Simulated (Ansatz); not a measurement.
Consider the following.

SrHfO3:
Space group Pm-3m (No. 221); a = b = c = 4.0682 Å, α = β = γ = 90.00°

| atom | site | symmetry | x | y | z |
|---|---|---|---|---|---|
| Sr | 1b | m-3m | 0.5000 | 0.5000 | 0.5000 |
| Hf | 1a | m-3m | 0.0000 | 0.0000 | 0.0000 |
| O | 3d | 4/mm.m | 0.0000 | 0.0000 | 0.5000 |

This is the LDA-relaxed structure.

Problem. All from LDA (plane waves, PAW; program Ansatz), unless another level is named. Estimate the smallest direct gap on the standard path.

Solution. 3.83 eV.

Problem. Give the electron effective mass, band 3 of 3 at the edge.

Solution. 0.32 along [100], 0.32 along [110], 0.43 along [111] (mₑ).

Problem. Give the valence-band maximum.

Solution. at R.

The workflow started from a Materials Project entry (that database holds measured and hypothetical structures alike); the Crystallography Open Database files this formula in space group No. 221, but the cells were not matched. Whether it is the stable phase at ambient conditions was not checked. The cell was relaxed with LDA under the symmetry of its start. At this level the phase is dynamically unstable (imaginary phonons). No spin polarisation was allowed. Scalar-relativistic: spin–orbit coupling is off unless named, which matters more the heavier the elements.

Potentials: the later of the program's two PAW sets.
